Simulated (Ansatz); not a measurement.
A geometry of TiTe2 away from equilibrium: the start of the relaxation of a generated cell, TiTe2 built in the cotunnite structure type. Computed with PBE (plane waves to 420 eV, PAW, scalar-relativistic; Ansatz, a quantum-chemistry and plane-wave program). Γ-centred k-mesh 3×5×3 on the run's cell (coarser than for final values), Fermi–Dirac smearing 0.05 eV.

```xyz
12
Lattice="7.2698 0.0000 0.0000 0.0000 4.3256 0.0000 0.0000 0.0000 8.6291" Properties=species:S:1:pos:R:3 pbc="T T T"
Ti     5.3630     1.0814     5.1421
Ti     1.7280     1.0814     7.8016
Ti     1.9069     3.2442     3.4870
Ti     5.5418     3.2442     0.8275
Te     4.5437     1.0814     7.9534
Te     0.9087     1.0814     4.9902
Te     2.7262     3.2442     0.6757
Te     6.3611     3.2442     3.6389
Te     3.7818     1.0814     2.9080
Te     0.1469     1.0814     1.4065
Te     3.4881     3.2442     5.7211
Te     7.1230     3.2442     7.2226
```

Problem. Predict the force on each atom, in eV/Å.

Solution. 
```csv
atom,Fx,Fy,Fz
Ti1,0.31,0.00,1.02
Ti2,0.31,0.00,-1.02
Ti3,-0.31,0.00,-1.02
Ti4,-0.31,0.00,1.02
Te5,0.87,0.00,-0.77
Te6,0.87,0.00,0.77
Te7,-0.87,0.00,0.77
Te8,-0.87,0.00,-0.77
Te9,-0.03,0.00,0.27
Te10,-0.03,0.00,-0.27
Te11,0.03,0.00,-0.27
Te12,0.03,0.00,0.27
```

Problem. What is the pressure?

Solution. +8.5 GPa, compression positive.

Problem. How much energy per atom can still be gained by relaxing?

Solution. 0.14 eV/atom; the path ends in Pnma (No. 62) (AFLOW prototype A2B_oP12_62_2c_c (C23, as in PbCl2)).

No spin polarisation in the result.

The run could not lose the symmetry of its start: the end is stationary, and may be a saddle point rather than a minimum.

The end of the path is a generated cell of TiTe2: the first start was made by placing the elements on the sites of a structure type, and the end was not matched to a known phase here, so it may be hypothetical. Known forms of TiTe2 include space group No. 164.
